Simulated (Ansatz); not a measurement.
InP (zinc blende)

```
CELL_PARAMETERS angstrom
      0.00000     2.95366     2.95366
      2.95366     0.00000     2.95366
      2.95366     2.95366     0.00000
ATOMIC_POSITIONS crystal
  P  0.75000 0.75000 0.75000
  In 0.00000 0.00000 0.00000
```

E(V) scan at fixed shape, V₀ the volume above. Symmetry pins the atoms to their sites.

Computed with r2SCAN (plane waves to 500 eV, PAW, scalar-relativistic; Ansatz, a first-principles code). k mesh 10×10×10 (Γ-centred), Fermi-Dirac smearing 0.05 eV. The energy includes the smearing's −TS. Stress and pressure are positive under compression. InP was relaxed with its symmetry unable to fall. The PAW data are Ansatz's earlier set. The zero of ΔE is the relaxed starting cell.

```
V (Å³/atom)  ΔE (meV/atom)
-----------  -------------
21.645               193.5
22.676               100.1
23.707                41.1
24.737            withheld
25.768                 0.0
26.799                 8.1
27.829                30.3
28.860                63.8
29.891               106.1
```

Problem. Fit a third-order Birch-Murnaghan form (E₀, V₀, B₀, B₀′ free) to the given rows and predict ΔE at V = 24.737.

Solution. Least squares on the 8 given rows: ΔE = E₀ + (9V₀B₀/16)·y²·[2 + (B₀′ − 4)y], y = (V₀/V)^(2/3) − 1, with V₀ = 25.774 Å³/atom, B₀ = 67.93 GPa (160.2 GPa = 1 eV/Å³; the term in eV is multiplied by 1000), B₀′ = 4.53, E₀ = 0.09 meV/atom; root-mean-square residual 0.07 meV/atom. At 24.737 the fit gives 9.6 meV/atom; the calculation gives 9.5 meV/atom, so the interpolation is off by 0.1 (+1.1 %). For the pressure the fit gives 3.1 GPa against the computed 3.1 GPa.

(Under strain, the slope of the energy per volume gives the stress and its curvature an elastic modulus.)
